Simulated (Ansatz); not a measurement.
## Au: the functional and the phonons

Au in the fcc lattice, in a typed cell, not relaxed.

```
Au
1.0
     0.00000    2.08000    2.08000
     2.08000    0.00000    2.08000
     2.08000    2.08000    0.00000
Au
1
Direct
  0.00000 0.00000 0.00000
```

DFT in Ansatz; PBE; all-electron PAW datasets (no frozen core) at 300 eV; k mesh 8×8×8; Fermi–Dirac smearing of 0.1 eV; no spin. Harmonic phonons by finite displacements in cells commensurate with each q, in cm⁻¹; i marks an unstable mode.

Caveats: coarse k mesh.

At 18.00 Å³ an atom it gives lowest mode at X = [0.5, 0, 0.5] (cm⁻¹) 75; top mode at X = [0.5, 0, 0.5] (cm⁻¹) 133.

Q: Repeat with r2SCAN in the same cell, on the same kind of potentials and mesh. What changes?

A: 
```csv
functional,cutoff (eV),volume (Å³/atom),"lowest mode at X = [0.5, 0, 0.5] (cm⁻¹)","top mode at X = [0.5, 0, 0.5] (cm⁻¹)"
r2SCAN in the same cell,310,18.00,70,127
```
